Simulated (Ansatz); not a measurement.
Consider the following.

ReS₂:
```xyz
6
Lattice="-2.2555 2.2555 6.1165 2.2555 -2.2555 6.1165 2.2555 2.2555 -6.1165" Properties=species:S:1:pos:R:3 pbc="T T T"
Re     0.0000     0.0000     6.1165
Re     2.2555     0.0000     3.0582
S      0.0000     0.0000     3.7306
S      2.2555     0.0000     0.6724
S      2.2555     0.0000     5.4441
S      0.0000     0.0000     8.5023
```

This is the PBE-relaxed structure.

Problem. All from PBE (plane waves, PAW; program Ansatz), unless another level is named. Predict the electronic character.

Solution. metallic (no gap).

Problem. Predict the formation energy from the elements (no fitted shifts).

Solution. -0.092 eV/atom.

Problem. What about the density of states at the Fermi level?

Solution. 0.96 states/eV per atom (mean over ±0.08 eV).

Space group I4_1/amd (anatase). A made-up cell: these elements were put on the sites of a structure type; neither database checked (COD, Materials Project) lists it. Whether it is the stable phase at ambient conditions was not checked. Symmetry was held in the PBE relaxation; its stability against distortions is not shown here. No spin polarisation was allowed. The references are the lowest solids computed at this level, not always the standard phases. Scalar-relativistic: spin–orbit coupling is off unless named, which matters more the heavier the elements.

Potentials: the later of the program's two PAW sets.
